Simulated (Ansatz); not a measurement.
SrTiO₃:
```cif
data_O3SrTi
_chemical_formula_sum 'Sr1 Ti1 O3'
_space_group_name_H-M_alt 'P 1'
_space_group_IT_number 1
_cell_length_a 3.90754
_cell_length_b 3.90754
_cell_length_c 3.90754
_cell_angle_alpha 90.000
_cell_angle_beta 90.000
_cell_angle_gamma 90.000
loop_
_space_group_symop_operation_xyz
  'x, y, z'
loop_
_atom_site_label
_atom_site_type_symbol
_atom_site_fract_x
_atom_site_fract_y
_atom_site_fract_z
_atom_site_occupancy
Sr1 Sr 0.00000 0.00000 0.00000 1
Ti1 Ti 0.50000 0.50000 0.50000 1
O1 O 0.50000 0.00000 0.50000 1
O2 O 0.00000 0.50000 0.50000 1
O3 O 0.50000 0.50000 0.00000 1
```

Relaxed with r²SCAN.

Question: Decompose the optical modes at the zone centre into irreducible representations, and say which are infrared and Raman allowed.

Answer: Point group m-3m: Γ_opt = 3T1u + T2u. Infrared: T1u. Raman: none.

Question: Assign frequencies (DFPT, the program Ansatz at the r²SCAN level (PAW); without the LO–TO term).

Answer: T1u 88i, T1u 161, T2u 249, T1u 535 cm⁻¹.

Space group Pm-3m (cubic perovskite). The cell was relaxed with r²SCAN under the symmetry of its start. At this level the phase is dynamically unstable (imaginary phonons). The run is not spin-polarised.

Potentials: the earlier of the program's two PAW sets.
